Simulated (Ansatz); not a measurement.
The end point of a relaxation of AlN. Space group P6₃/mmc (No. 194), NiAs type. Level of theory: r2SCAN (plane waves to 500 eV, PAW, scalar-relativistic; Ansatz, an electronic-structure program).

Space group P6₃/mmc (No. 194); a = 2.8321 Å, b = 2.8321 Å, c = 4.8395 Å, α = 90.00°, β = 90.00°, γ = 120.00°

```csv
atom,site,symmetry,x,y,z
Al,2a,-3m.,0.0000,0.0000,0.0000
N,2d,-6m2,0.6667,0.3333,0.2500
```

Problem. Give the band gap at the level r2SCAN.

Solution. 5.69 eV, indirect (valence top at Γ, conduction bottom at 38 % of the way from L to M) (no spin-orbit coupling).

Problem. Give the smallest direct gap at the level r2SCAN.

Solution. 5.92 eV at Γ.

No spin polarisation in the result.

The run could not lose the symmetry of its start; a randomly shaken copy of 8 atoms returns to this structure.

All atoms sit on sites fixed by symmetry, so only the cell could relax.

The first start was generated by placing the elements on the sites of a structure type. Materials Project lists a structure of AlN in the same space group, P6₃/mmc (No. 194); the sites were not compared with it, nor with measured phases. Known forms of AlN include space group No. 186, 216.
